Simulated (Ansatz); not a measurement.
Total density of states per atom from LDA in the plane-wave PAW code Ansatz, in 0.25 eV bins, energy from the Fermi level:

```
E (eV) | states/eV/atom
    -7.85 | ## 0.11
    -7.60 | ### 0.13
    -7.35 | ### 0.15
    -7.10 | #### 0.19
    -6.85 | ######## 0.38
    -6.60 | ############### 0.69
    -6.35 | ################ 0.71
    -6.10 | ################## 0.82
    -5.85 | ##################### 0.95
    -5.60 | ###################### 0.96
    -5.35 | ###################### 1.00
    -5.10 | ################### 0.86
    -4.85 | ###################### 0.98
    -4.60 | #################### 0.91
    -4.35 | ################## 0.80
    -4.10 | ################# 0.75
    -3.85 | #################### 0.89
    -3.60 | ##################### 0.92
    -3.35 | ######################## 1.09
    -3.10 | ####################### 1.01
    -2.85 | ################# 0.77
    -2.60 | ######################## 1.08
    -2.35 | ######################### 1.10
    -2.10 | ############################## 1.34
    -1.85 | ############################ 1.25
    -1.60 | ############################ 1.25
    -1.35 | ############################ 1.27
    -1.10 | ############################## 1.34
    -0.85 | ############################ 1.26
    -0.60 | ################## 0.82
    -0.35 | #################### 0.90
    -0.10 | #################### 0.89
     0.15 | ################# 0.78
     0.40 | ################## 0.79
     0.65 | ############### 0.67
     0.90 | ############# 0.59
     1.15 | ############# 0.59
     1.40 | ########### 0.48
     1.65 | ############## 0.63
     1.90 | ################# 0.75
     2.15 | ############### 0.68
     2.40 | ############### 0.67
     2.65 | ################ 0.73
     2.90 | ################## 0.80
     3.15 | #################### 0.88
     3.40 | ##################### 0.94
     3.65 | ####################### 1.03
     3.90 | ########################## 1.17
     4.15 | ########################## 1.18
     4.40 | ######################## 1.08
     4.65 | ########## 0.46
```

Question: Which of these materials gives this?
A) Lu, 9R (Sm type)
B) Mg, 9R (Sm type)
C) Re, 9R (Sm type)
D) Sm, 9R (Sm type)

Answer: C, Re, 9R (Sm type). Within 0.5 eV of the Fermi level: Re 5d 89 %, outside the projected shells 6 %. Projections are on Löwdin-orthogonalised atomic valence shells; empty p or d shells of many metals are not among them.

Space group R-3m (9R (Sm type)). The first step of the workflow began from a Materials Project structure, measured or hypothetical; the Crystallography Open Database copy checked does not list it. It is not the phase usual at ambient conditions (space group No. 194). The cell was relaxed with LDA under the symmetry of its start; whether a distortion lowers the energy is not shown. No spin polarisation was allowed. Spin–orbit coupling is left out wherever it is not named.

Potentials: the later of the program's two PAW sets.
